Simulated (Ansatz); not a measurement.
# 57Fe Mössbauer parameters in MgVFeP4O14

Cell: a computed structure from the Materials Project (it need not be an observed phase).

```
Mg V Fe P O
1.0
     5.00758    0.00000    0.00000
     2.22271    6.54405    0.00000
     0.32964    0.07833    8.42446
Mg V Fe P O
1 1 1 4 14
Direct
  0.19623 0.31742 0.36290
  0.77688 0.74432 0.50437
  0.18184 0.27667 0.97506
  0.61902 0.53066 0.18088
  0.76201 0.09132 0.77664
  0.23706 0.92811 0.27986
  0.37362 0.48864 0.67750
  0.01063 0.84357 0.34280
  0.85098 0.89622 0.67961
  0.82093 0.48211 0.03898
  0.77716 0.51843 0.33891
  0.51638 0.64711 0.64029
  0.41149 0.98184 0.41041
  0.44105 0.76973 0.15758
  0.59976 0.26384 0.64615
  0.56034 0.09248 0.91719
  0.41230 0.40906 0.19343
  0.25856 0.49609 0.84707
  0.14909 0.49382 0.55314
  0.12097 0.13027 0.18522
  0.02086 0.14446 0.82319
```

Atoms are numbered from 1 in the order listed; like atoms form one site, named after its first atom.

Level of theory: DFT, PBE, plane waves and PAW, scalar-relativistic, collinear spin, 420 eV cutoff, Γ-centred 5×4×3 k-points, Fermi–Dirac smearing 0.02 eV (Ansatz 0.2.0). Start moments as typed (μB): 1 on each V, 4 on each Fe, none on the rest.

Isomer shifts (against α-Fe) follow from the electron density at the nucleus, δ = α(ρ − ρ₀), with α = -0.366 mm s⁻¹ a₀³ and ρ₀ = 14904.00 a₀⁻³ from a line fitted to 10 measured compounds at this level of theory (rms miss 0.11 mm/s). ΔE_Q = ½eQV_zz(1 + η²/3)^½ with Q = 0.160 b for the 14.4 keV state. B_c is the Fermi-contact field along the atom's own moment; orbital and dipolar fields are not included.

**Question.** Give the isomer shift and quadrupole splitting and contact field of each Fe site.

**Answer.** 

```csv
site,atoms,first shell,ρ − ρ₀ (a₀⁻³),δ (mm/s),ΔE_Q (mm/s),η,|m| (μB),B_c (T)
Fe,3,5 O at 1.93–2.08 Å,-1.92,0.70,-0.81,0.90,3.74,-32.0
```



The largest force is 1.0 eV/Å, so the atoms aren't at the calculated equilibrium and relaxing them would move these values. The moments were started parallel, and the run ended with some of them reversed. The program didn't check the stability of this electronic state in full, so a lower one may lie near. With a gap of 0.15 eV under a smearing of 0.02 eV the band edges are partly filled, so small gradients can hang on the smearing and the k-mesh. With these PAW files V_zz is typically within 2 to 3 % of all-electron values, but misses above 10 % occur on Fe. The magnetic order is the one that the run reached from its start moments, not necessarily the measured one. Semilocal functionals underestimate the core's spin polarisation, so contact fields of ionic iron come out too small in magnitude.
